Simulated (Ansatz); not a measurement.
# Relaxing boron (hcp)

Computed with Ansatz, DFT, r2SCAN, plane waves (500 eV) with PAW, scalar-relativistic. (PAW data from PBE, frozen cores regenerated.)

k-point mesh 17×17×9, Fermi-Dirac smearing 0.1 eV, no spin polarisation. Cell and atoms relax.

Starting structure:

```yaml
crystal:
  lattice:
    - [2.1005919712, 0.0, 0.0]
    - [-1.0502959856, 1.81916601, 0.0]
    - [0.0, 0.0, 3.4302666889]
  atoms:
    - { symbol: B, position: [0.3333333333, 0.6666666667, 0.25] }
    - { symbol: B, position: [0.6666666667, 0.3333333333, 0.75] }
hamiltonian:
  xc: r2scan
  pseudopotentials:
    kind: paw
    azcp:
      B: "pseudopotentials/B.paw.azcp"
basis:
  ecutwfc: 500
  fft_grid_basis: typed
kpoints:
  mp_grid: { grid: [17, 17, 9], shift: [0, 0, 0] }
magnetization:
  spin_polarized: false
scf:
  occupations: { method: fermi_dirac, width: 0.1 }
relax:
  max_steps: 60
  f_tol: 0.01
  cell: {}
```

Q: What cell does the relaxation end in?

A: P6_3/mmc with a = 1.708 Å, c = 7.766 Å (c/a = 4.547); 9.81 Å³ per atom against 6.55 at the start (49.7 %).

The cell has left the hcp structure type; it ends in P6_3/mmc.

Q: How much energy does the relaxation gain?

A: 956.9 meV per atom.

Path of the relaxation (the plane waves are chosen anew near the end, which can shift the energy a little):

| step | E − E(final) (meV/atom) | V (Å³/atom) | P (GPa) | max force (eV/Å) |
| --- | --- | --- | --- | --- |
| 0 | 956.95 | 6.554 | -22.77 | 0.000 |
| 1 | 902.71 | 6.194 | -12.53 | 0.000 |
| 2 | 843.58 | 5.736 | 9.62 | 0.000 |
| 3 | 795.37 | 5.619 | 22.25 | 0.000 |
| 4 | 734.00 | 5.788 | 17.02 | 0.000 |
| 5 | 683.54 | 5.983 | 11.89 | 0.000 |
| 6 | 633.76 | 6.171 | 7.47 | 0.000 |
| 7 | 591.54 | 6.281 | 7.63 | 0.000 |
| 8 | 549.95 | 6.416 | 6.00 | 0.000 |
| 9 | 506.10 | 6.506 | 6.34 | 0.000 |
| 10 | 457.34 | 6.567 | 8.23 | 0.000 |
| 11 | 392.23 | 6.633 | 7.67 | 0.000 |
| 12 | 324.30 | 6.625 | 12.57 | 0.000 |
| 13 | 270.70 | 6.780 | 10.70 | 0.000 |
| 14 | 236.27 | 6.993 | 6.05 | 0.000 |
| 15 | 216.44 | 7.173 | 3.94 | 0.000 |
| 16 | 208.34 | 7.386 | 1.09 | 0.000 |
| 17 | 208.22 | 7.461 | -0.91 | 0.000 |
| 18 | 208.14 | 7.436 | 0.02 | 0.000 |
| 19 | 83.67 | 7.436 | 6.39 | 0.000 |
| 20 | 59.41 | 7.647 | 4.99 | 0.000 |
| 21 | 41.57 | 7.876 | 3.09 | 0.000 |
| 22 | 28.91 | 8.094 | 1.98 | 0.000 |
| 23 | 20.05 | 8.302 | 1.54 | 0.000 |
| 24 | 13.66 | 8.520 | 0.97 | 0.000 |
